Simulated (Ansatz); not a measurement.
Data:

Ga:
```
CELL_PARAMETERS angstrom
      2.23967    -3.79813     0.00000
      2.23967     3.79813     0.00000
      0.00000     0.00000     4.48580
ATOMIC_POSITIONS crystal
  Ga 0.65594 0.34406 0.41663
  Ga 0.34406 0.65594 0.58337
  Ga 0.84406 0.15594 0.91663
  Ga 0.15594 0.84406 0.08337
```

This is the PBEsol-relaxed structure.

All from plane-wave PAW PBEsol (Ansatz code), unless another level is named. Predict the highest zone-centre frequency.

236 cm^-1.

Give the bulk modulus (Birch–Murnaghan fit).

598 kbar.

Space group Cmce (α-Ga). The cell was relaxed with PBEsol under the symmetry of its start; of distortions, only those at the zone centre were tested. As this level gives no gap, phonon frequencies hold no LO–TO term and depend on the k-mesh and smearing (Fermi–Dirac, 0.1 eV here).

Potentials: the earlier of the program's two PAW sets.
